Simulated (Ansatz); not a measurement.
BiTe, DFT, PBE, PAW with Ansatz's default frozen-core files, fully relativistic files with spin-orbit coupling (Ansatz 0.2.0), run on 1 thread of Intel(R) Xeon(R) 6975P-C (Granite Rapids) on a shared host.

The cell is COD entry 9008604, as deposited and not checked against the literature; nothing was relaxed.

Command: `ansatz run input.yaml --threads 1 --pin off --max-ram 2048MiB --backend cpu --events-out ev --progress --plain --runs-dir out`

```yaml
crystal:
  lattice:
    - [0.0, 3.235, 3.235]
    - [3.235, 0.0, 3.235]
    - [3.235, 3.235, 0.0]
  atoms:
    - { symbol: Bi, position: [0.0, 0.0, 0.0] }
    - { symbol: Te, position: [0.5, 0.5, 0.5] }
kpoints:
  mp_grid: { grid: [10, 10, 10] }
  band_path:
    path:
      - [0.0, 0.0, 0.0]
      - [0.5, 0.0, 0.5]
      - [0.625, 0.25, 0.625]
      - [0.375, 0.375, 0.75]
      - [0.0, 0.0, 0.0]
      - [0.5, 0.5, 0.5]
      - [0.5, 0.25, 0.75]
      - [0.5, 0.0, 0.5]
    npoints: 5
scf:
  occupations: { method: fermi_dirac, width: 0.08 }
hamiltonian:
  xc: pbe
  pseudopotentials: { kind: paw_fr }
output:
  forces: true
  stress: true
  eigenvalues: true
  efg: { contact_densities: true }
magnetization:
  noncollinear: true
  spin_orbit: true
```

Task: How large is the problem that the program sets up?

Result: 47 irreducible k-points, 1363 plane waves at Γ, 40 bands.

Task: Estimate the wall time and the peak memory.

Result: 23 s of wall time for 8 SCF iterations, with a peak of 0.81 GiB. Times on shared machines scatter by tens of per cent.

Task: And the same cell and mesh by full-potential LAPW, asked for forces, stress, eigenvalues, noncollinear, spin_orbit and the same band path, on the same hardware?

Result: 120 s, peak memory 0.73 GiB.
